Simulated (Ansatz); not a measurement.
YGe2Ru2 in space group I4/mmm (No. 139; Y on 2a, Ru on 4d, Ge on 4e), plane-wave PAW r²SCAN (Ansatz code), all energies at zero smearing, with the estimated change up to a 700 eV cutoff added, with one set of potentials and settings (totals compare only within such a set). Cell of 5 atoms (1 Y, 2 Ru, 2 Ge): -24250.507 eV.

| element | reference phase | E (eV/atom) |
|---|---|---|
| Y | P6_3/mmc, 2 atoms in the cell | -3859.7073 |
| Ru | P6_3/mmc, 2 atoms in the cell | -5890.7039 |
| Ge | Fd-3m, 2 atoms in the cell | -4302.9041 |

Formation energy per atom, worked out: (-24250.507 − 1×(-3859.7073) − 2×(-5890.7039) − 2×(-4302.9041))/5 = -0.717 eV/atom (-69 kJ per mol of atoms), at 0 K, without zero-point energy or fitted corrections.

The workflow started from an entry of the Crystallography Open Database (COD). Its standing as an ambient phase is unchecked. Symmetry was held in the r²SCAN relaxation; its stability against distortions is not shown here. The run is not spin-polarised. The references are the lowest solids computed at this level, not always the standard phases.

Potentials: the later of the program's two PAW sets.
